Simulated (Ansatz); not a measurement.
Run on bcc Ba (111), 1 layer: DFT, PBE, all-electron LAPW, scalar-relativistic (Ansatz 0.2.0).

The slab is cut from a bulk crystal relaxed on PAW files (its atoms may have been relaxed since).

Command: `ansatz run input.yaml --threads 1 --pin off --max-ram 3584MiB --backend cpu --events-out ev --progress --plain --runs-dir out` It took 1.5 s on 1 thread of Intel(R) Xeon(R) Platinum 8488C (Sapphire Rapids), on a shared host, peak memory 0.25 GiB.

```yaml
crystal:
  lattice:
    - [7.1064158584, 0.0, 0.0]
    - [-3.5532079292, 6.1543366632, 0.0]
    - [0.0, 0.0, 20.0]
  atoms:
    - { symbol: Ba, position: [0.0, 0.0, 0.5] }
kpoints:
  mp_grid: { grid: [6, 6, 1] }
scf:
  occupations: { method: fermi_dirac, width: 0.1 }
hamiltonian:
  xc: pbe
  pseudopotentials: { kind: all_electron, lapw: { basis_error: 0.001 } }
output:
  forces: true
  stress: true
  eigenvalues: true
  populations: true
  dos: { projected: true, de: 0.2, e_range: [-14, 8] }
efield:
  axis: 3
  amplitude: 0
  dipole_correction: true
```

Output:

```
Ba: projections on atomic orbitals take those of the free atom 1s2 2s2 2p6 3s2 3p6 3d10 4s2 4p6 4d10 5s2 5p6 6s2, of charge +0.00 (hamiltonian.pseudopotentials.projection_atoms)
LAPW: plane waves up to 1.990 Å⁻¹, error target 1.0e-3 eV per atom; small_component_spin mean_spin; Ba in spheres of 3.553 Å, 10 of its electrons in bands, Dirac shells [] (how accurate: hamiltonian.pseudopotentials.lapw.basis_error, Limitations)
Engine: ansatz 0.2.0
Pseudopotentials: kind: all_electron
Pseudopotential: Ba, LAPW, valence charge 10, lapw/all_electron/scalar/gaussian/Ba, Koelling and Harmon's equation, gaussian nucleus
Functional definition: PBE
  parameter kappa = 0.804
  parameter beta = 0.06672455060314922
  exchange = pbe_x(kappa = kappa, mu = beta*pi^2/3)
  correlation = pbe_c(beta = beta)
Crystal: 1 atoms, lattice volume = 874.706 Å³
Basis set: ecut = 15.090938805638666 eV, 109 PW (Γ), exchange–correlation at level 2
Bands: 9, of which v1, the nominal top of the filled ones, is band 5 counted from 1 (4 counted from 0)
Symmetry: 12 space group operations
k-points: 7 of 36
Non-local potential: Ba, projectors of the file, none
Initial density: superposition of atomic densities (neutral atoms: chi_scale 0, normalization atom)
Initial wavefunctions: plane waves of lowest kinetic energy (no species holds an atomic orbital)
Functional: x = pbe(κ = 0.804, μ = 0.2195149727645171), c = pbe(β = 0.06672455060314922)
iter 1 solved again at ethr=9.54e-5 eV; its pass at ethr=1.00e-1 eV (dr2=9.54e-3 eV) is discarded
SCF iter   1: F=—  HF=-221370.546567 eV  |F-HF|=—  |Δ(HF+E_count)|=         —  Δρ=3.61e-4  dr2=9.65e-3  ethr=9.54e-5  p=0.000 e·Å  D=8.47e-16 V/Å  ΔV_dip=-0.00 eV  dr2_dipole=1.79e-28  V_vac-E_F(+/−)=2.73/2.73 eV  ⟨swp⟩=6.7  Hψ=1016  notcnv=0
efield: sawtooth ramp at fractional position 0.9500 (placed from the atoms, in the widest stretch of the axis that holds none; the zero of the levels goes with the place), width 0.1000; the density the first Hamiltonian is built on has a dipole p = 0.000 e·Å; the dipole correction subtracts the counter field D = 2.76e-16 V/Å, which shifts the + side's vacuum level by -0.00 eV against the − side's; the planar-averaged density in the ramp window peaks in size at 2.5e-7 e/Å³
automatic band count: the SCF goes on with 13 bands, as 9 were too few: the levels above may hold too much charge
preconditioner: auto → LDOS  [insulator: Δε(μ)=0.698 eV  Ē_g=1.677 eV  σ=0.100 eV  W_gap=0.90  n_scr=38 (ndim 8)  ℏωp=1.8 eV  f_vac=0.651  D(μ)=0.48/eV (n_scr^D=2)  ε∞_Penn≈2.1  β→1.0]
iter 2 solved again at ethr=2.41e-6 eV; its pass at ethr=9.54e-5 eV (dr2=2.41e-4 eV) is discarded
SCF iter   2: F=—  HF=-221370.553581 eV  |F-HF|=—  |Δ(HF+E_count)|=   7.01e-3  Δρ=7.79e-5  dr2=2.38e-4  ethr=2.41e-6  p=0.000 e·Å  D=1.10e-14 V/Å  ΔV_dip=-0.00 eV  dr2_dipole=3.92e-27  V_vac-E_F(+/−)=2.67/2.67 eV  ⟨swp⟩=3.1  Hψ=513  notcnv=0
SCF iter   3: F=—  HF=-221370.554114 eV  |F-HF|=—  |Δ(HF+E_count)|=   5.33e-4  Δρ=3.82e-5  dr2=9.07e-5  ethr=2.38e-6  p=-0.000 e·Å  D=-1.37e-14 V/Å  ΔV_dip=0.00 eV  dr2_dipole=1.52e-26  V_vac-E_F(+/−)=2.70/2.70 eV  ⟨swp⟩=3.3  Hψ=350  notcnv=0
SCF iter   4: F=—  HF=-221370.554218 eV  |F-HF|=—  |Δ(HF+E_count)|=         —  Δρ=6.60e-6  dr2=2.40e-6  ethr=9.07e-7  p=0.000 e·Å  D=6.21e-14 V/Å  ΔV_dip=-0.00 eV  dr2_dipole=1.35e-25  V_vac-E_F(+/−)=2.70/2.70 eV  ⟨swp⟩=3.0  Hψ=325  notcnv=0
the basis was enlarged: its passes take 196.9 KiB over the memory plan, 1 of 1 planned eigensolver slots
SCF iter   5: F=—  HF=-221370.554223 eV  |F-HF|=—  |Δ(HF+E_count)|=   5.32e-6  Δρ=8.44e-7  dr2=2.37e-8  ethr=2.40e-8  p=-0.000 e·Å  D=-6.87e-14 V/Å  ΔV_dip=0.00 eV  dr2_dipole=3.08e-25  V_vac-E_F(+/−)=2.70/2.70 eV  ⟨swp⟩=3.1  Hψ=344  notcnv=0
SCF iter   6: F=-221370.554223 eV  HF=-221370.554223 eV  |F-HF|=8.73e-10  |Δ(HF+E_count)|=   1.31e-8  Δρ=2.99e-7  dr2=6.43e-9  ethr=2.37e-10  p=0.000 e·Å  D=9.16e-14 V/Å  ΔV_dip=-0.00 eV  dr2_dipole=3.70e-25  V_vac-E_F(+/−)=2.70/2.70 eV  ⟨swp⟩=4.3  Hψ=374  notcnv=0
SCF 1 converged in 6 iterations: F = -221370.554223 eV  dr2 = 6.43e-9
the search or the solves at the SCF's close seem to have found levels that the self-consistency loop had missed (the run counts 1). By its estimate they hold under 1e-12 electrons; where the run keeps them, the occupations were computed again with them
SCF converged after 6 iterations
Free energy (F): -221370.554223 eV
Harris-Foulkes:  -221370.554223 eV  (|F-HF|=8.73e-10)
Internal energy: -221370.523014 eV  (E = F + TS)
E sigma→0 (E₀):  -221370.538619 eV
Entropy (-TS):   -0.031209 eV (-31.209 meV/atom)
Fermi energy:    -1.790867 eV
Dipole field:    D = 0.000000 V/Å  (p = 0.000000 e·Å, saw-weighted, corrected)
Work function:   Φ+ = 2.6992 eV   Φ− = 2.6992 eV
Levels:          The Fermi level and band energies are counted from a zero that moves with the ramp; work functions are not
--- Per-component energies (eV) ---
  E_band       = -177.460429
  E_kinetic    = 235874.917926
  E_xc         = -5388.733298
  E_efield     = 0.000000  (sawtooth field / dipole correction)
  E_electrostatic = -451856.707642  (all electrons and nuclei)
  E_smearing   = -0.031209  (= −TS)
  E_closure    = 0.000000  (closes the sum)
  E_atoms      = -221370.400070  (free atoms, spherical and without spin; not in F)
  Σ components = -221370.554223   (vs F -221370.554223, Δ=0.00e0)
  Basis errors (estimates in eV, not in F): energy 6.4e-4 per atom: plane waves 6.0e-4 (3.6e-4 summed), levels above the bands 8.2e-14, relativity 1.4e-9, radial functions 4.0e-5, core shells 8.0e-10; eigenvalues (radial functions only) 1.3e-5; not estimated: angular momenta, meshes, grids; target (lapw.basis_error) 1.0e-3; muffin-tin radii Ba 3.553 Å
--- Forces (eV/Å), atoms counted from 1 ---
  atom   1  Ba     0.00000000     0.00000000     0.00000000
  max |Σ_I F_I| component: 4.07e-14 eV/Å
--- Stress (GPa, compression-positive) ---
       -0.128054       0.000000       0.000000
        0.000000      -0.128054       0.000000
        0.000000       0.000000       0.000181
  P = ⅓ Tr σ = -0.0853 GPa (-0.853 kbar)
--- Band table (eV; the first three rows and the last of 7) ---
  k-point 0: bands = ["-32.7923", "-17.8791", "-17.8459", "-17.8459", "-2.8463", "-1.2470", "-1.1610", "-1.1610", "-0.9835", "-0.9835", "-0.7947", "0.6307", "1.1943"]
  k-point 1: bands = ["-32.7923", "-17.8791", "-17.8461", "-17.8459", "-2.7307", "-1.2341", "-1.2092", "-1.1101", "-1.0947", "-0.9977", "-0.5942", "0.5021", "0.7846"]
  k-point 2: bands = ["-32.7923", "-17.8790", "-17.8465", "-17.8460", "-2.4244", "-1.3010", "-1.2218", "-1.1857", "-1.0235", "-0.9296", "-0.4012", "-0.2893", "0.6585"]
  k-point 6: bands = ["-32.7923", "-17.8790", "-17.8465", "-17.8465", "-1.9940", "-1.3349", "-1.3349", "-1.1734", "-1.1734", "-1.0140", "-0.3088", "-0.3088", "0.0308"]
--- Löwdin populations: 1 site ---
  site symbol       q [e]
     0     Ba     55.8896
  spilling = 0.001971 (of n_electrons = 56.000000)
```

populations.tsv:

```
# site	symbol	l	j	q
# orbitals = lowdin
# n_electrons = 56.000000
# spilling = 0.001971
# projection_atom_Ba: 1s2 2s2 2p6 3s2 3p6 3d10 4s2 4p6 4d10 5s2 5p6 6s2
0	Ba	0_1S	-	2.000000
0	Ba	0_2S	-	2.000000
0	Ba	0_3S	-	2.000000
0	Ba	0_4S	-	2.000000
0	Ba	0_5S	-	1.999995
0	Ba	0_6S	-	1.889678
0	Ba	1_2P	-	6.000000
0	Ba	1_3P	-	6.000000
0	Ba	1_4P	-	6.000000
0	Ba	1_5P	-	5.999971
0	Ba	2_3D	-	10.000000
0	Ba	2_4D	-	10.000000
```

Next run (no relativity), as changes to the input before:

```diff
   xc: pbe
-  pseudopotentials: { kind: all_electron, lapw: { basis_error: 0.001 } }
+  pseudopotentials:
+    kind: all_electron
+    lapw: { basis_error: 0.001 }
+    relativity: none
 output:
   eigenvalues: true
-  populations: true
-  dos: { projected: true, de: 0.2, e_range: [-14, 8] }
 efield:
```

Results part of the output:

```
SCF 2 converged in 3 iterations: F = -214582.010818 eV  dr2 = 2.09e-8
the run goes on from the SCF that solved its state again
SCF converged after 10 iterations
Free energy (F): -214582.010818 eV
Harris-Foulkes:  -214582.010817 eV  (|F-HF|=8.67e-7)
Internal energy: -214581.847669 eV  (E = F + TS)
E sigma→0 (E₀):  -214581.929244 eV
Entropy (-TS):   -0.163149 eV (-163.149 meV/atom)
Fermi energy:    -1.764387 eV
Dipole field:    D = 0.000000 V/Å  (p = 0.000000 e·Å, saw-weighted, corrected)
Work function:   Φ+ = 2.6718 eV   Φ− = 2.6718 eV
Levels:          The Fermi level and band energies are counted from a zero that moves with the ramp; work functions are not
--- Per-component energies (eV) ---
  E_band       = -169.561729
  E_kinetic    = 214506.314706
  E_xc         = -5205.465152
  E_efield     = 0.000000  (sawtooth field / dipole correction)
  E_electrostatic = -423882.697224  (all electrons and nuclei)
  E_smearing   = -0.163149  (= −TS)
  E_closure    = 0.000000  (closes the sum)
  E_atoms      = -214581.676612  (free atoms, spherical and without spin; not in F)
  Σ components = -214582.010818   (vs F -214582.010818, Δ=0.00e0)
  Basis errors (estimates in eV, not in F): energy 9.5e-4 per atom: plane waves 9.0e-4 (5.4e-4 summed), levels above the bands 2.4e-10, relativity 0.0e0, radial functions 4.5e-5, core shells 1.2e-9; eigenvalues (radial functions only) 2.7e-6; not estimated: angular momenta, meshes, grids; target (lapw.basis_error) 1.0e-3; muffin-tin radii Ba 3.553 Å
--- Forces (eV/Å), atoms counted from 1 ---
  atom   1  Ba    -0.00000000     0.00000000    -0.00000000
  max |Σ_I F_I| component: 1.31e-14 eV/Å
--- Stress (GPa, compression-positive) ---
       -0.213473       0.000000       0.000000
        0.000000      -0.213473       0.000000
        0.000000       0.000000       0.000173
  P = ⅓ Tr σ = -0.1423 GPa (-1.423 kbar)
--- Band table (eV; the first three rows and the last of 7) ---
  k-point 0: bands = ["-29.9960", "-17.6231", "-17.5533", "-17.5533", "-2.5984", "-1.4768", "-1.3762", "-1.3762", "-1.2527", "-1.2527", "-0.7782", "0.4338", "0.4345"]
  k-point 1: bands = ["-29.9960", "-17.6231", "-17.5536", "-17.5534", "-2.4770", "-1.4621", "-1.4144", "-1.3370", "-1.3155", "-1.2627", "-0.6066", "0.4387", "0.4425"]
  k-point 2: bands = ["-29.9960", "-17.6230", "-17.5541", "-17.5535", "-2.1563", "-1.4815", "-1.4424", "-1.3961", "-1.2857", "-1.1743", "-0.3330", "-0.2734", "0.4425"]
  k-point 6: bands = ["-29.9960", "-17.6230", "-17.5540", "-17.5540", "-1.6428", "-1.4666", "-1.4666", "-1.4080", "-1.4080", "-1.2315", "-0.3937", "-0.3937", "0.1001"]
```

Next run (spin-orbit coupling on), as changes to the input before:

```diff
   xc: pbe
-  pseudopotentials:
-    kind: all_electron
-    lapw: { basis_error: 0.001 }
-    relativity: none
+  pseudopotentials: { kind: all_electron, lapw: { basis_error: 0.001 } }
 output:
   dipole_correction: true
+magnetization:
+  noncollinear: true
+  spin_orbit: true
```

Results part of the output:

```
SCF 1 converged in 6 iterations: F = -221473.256919 eV  dr2 = 6.36e-9
SCF converged after 6 iterations
Magnetization: |M| = 0.0000 μB,  M = (+0.0000, +0.0000, +0.0000) μB
Absolute magnetization: 0.0000 μB (∫|m|)
  site 0: m = (+0.0000, +0.0000, +0.0000) μB, |m| = 0.0000 μB  (R = 3.55 Å)
Free energy (F): -221473.256919 eV
Harris-Foulkes:  -221473.256919 eV  (|F-HF|=1.05e-9)
Internal energy: -221473.224766 eV  (E = F + TS)
E sigma→0 (E₀):  -221473.240842 eV
Entropy (-TS):   -0.032153 eV (-32.153 meV/atom)
Fermi energy:    -1.794001 eV
Dipole field:    D = 0.000000 V/Å  (p = 0.000000 e·Å, saw-weighted, corrected)
Work function:   Φ+ = 2.7023 eV   Φ− = 2.7023 eV
Levels:          The Fermi level and band energies are counted from a zero that moves with the ramp; work functions are not
--- Per-component energies (eV) ---
  E_band       = -177.710994
  E_kinetic    = 236403.839852
  E_xc         = -5393.185832
  E_efield     = 0.000000  (sawtooth field / dipole correction)
  E_electrostatic = -452483.878786  (all electrons and nuclei)
  E_smearing   = -0.032153  (= −TS)
  E_closure    = 0.000000  (closes the sum)
  E_atoms      = -221473.101910  (free atoms, spherical and without spin; not in F)
  Σ components = -221473.256919   (vs F -221473.256919, Δ=0.00e0)
  Basis errors (estimates in eV, not in F): energy 6.5e-4 per atom: plane waves 6.1e-4 (3.7e-4 summed), levels above the bands 7.8e-14, relativity 7.5e-8, radial functions 4.0e-5, core shells 8.1e-10; eigenvalues (radial functions only) 1.2e-5; not estimated: angular momenta, meshes, grids; target (lapw.basis_error) 1.0e-3; muffin-tin radii Ba 3.553 Å
--- Forces (eV/Å), atoms counted from 1 ---
  atom   1  Ba     0.00000000     0.00000000     0.00000000
  max |Σ_I F_I| component: 2.59e-12 eV/Å
--- Stress (GPa, compression-positive) ---
       -0.128652      -0.000000       0.000000
        0.000000      -0.128652       0.000000
        0.000000      -0.000000       0.000185
  P = ⅓ Tr σ = -0.0857 GPa (-0.857 kbar)
--- Band table (eV; the first three rows and the last of 7) ---
  k-point 0: bands = ["-32.7576", "-32.7576", "-19.2923", "-19.2923", "-17.2313", "-17.2313", "-17.2086", "-17.2086", "-2.8455", "-2.8455", "-1.2575", "-1.2575", "-1.2145", "-1.2145", "-1.1085", "-1.1085", "-0.9914", "-0.9914", "-0.9409", "-0.9409", "-0.8003", "-0.8003", "0.6310", "0.6310", "1.1173", "1.1173"]
  k-point 1: bands = ["-32.7576", "-32.7576", "-19.2923", "-19.2923", "-17.2313", "-17.2313", "-17.2087", "-17.2087", "-2.7299", "-2.7299", "-1.2486", "-1.2486", "-1.2330", "-1.2330", "-1.0979", "-1.0979", "-1.0728", "-1.0728", "-0.9747", "-0.9747", "-0.5967", "-0.5967", "0.4916", "0.4916", "0.7793", "0.7793"]
  k-point 2: bands = ["-32.7576", "-32.7576", "-19.2924", "-19.2924", "-17.2314", "-17.2314", "-17.2091", "-17.2091", "-2.4236", "-2.4236", "-1.3084", "-1.3084", "-1.2498", "-1.2498", "-1.1627", "-1.1627", "-1.0128", "-1.0128", "-0.9112", "-0.9112", "-0.4113", "-0.4113", "-0.2851", "-0.2851", "0.6562", "0.6562"]
  k-point 6: bands = ["-32.7576", "-32.7576", "-19.2925", "-19.2925", "-17.2314", "-17.2314", "-17.2094", "-17.2094", "-1.9923", "-1.9923", "-1.3563", "-1.3563", "-1.3228", "-1.3228", "-1.2106", "-1.2106", "-1.1405", "-1.1405", "-0.9910", "-0.9910", "-0.3186", "-0.3186", "-0.3029", "-0.3029", "0.0370", "0.0370"]
```

The cell is 1×1, so reconstructions are forbidden, and in slabs of four or five layers the relaxations can be far larger than at a real surface.
